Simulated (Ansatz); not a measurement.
GaSb:
```xyz
2
Lattice="0.0000 3.0663 3.0663 3.0663 0.0000 3.0663 3.0663 3.0663 0.0000" Properties=species:S:1:pos:R:3 pbc="T T T"
Ga     0.0000     0.0000     0.0000
Sb     1.5331     1.5331     1.5331
```

Relaxed with r²SCAN.

Give the Bader charges and basin volumes of the independent atoms, plane-wave PAW r²SCAN (Ansatz code).



| atom | Bader charge (e) | Bader volume (Å³) |
|---|---|---|
| Ga1 | +0.38 | 20.9 |
| Sb2 | -0.38 | 36.8 |

Space group F-43m (zinc blende). The cell was relaxed with r²SCAN under the symmetry of its start. Scalar-relativistic: spin–orbit coupling is off unless named, which matters more the heavier the elements.

Potentials: the earlier of the program's two PAW sets. The files were generated under PBE; for other functionals the program regenerates the frozen cores, and for LDA and PBEsol the local potential too.
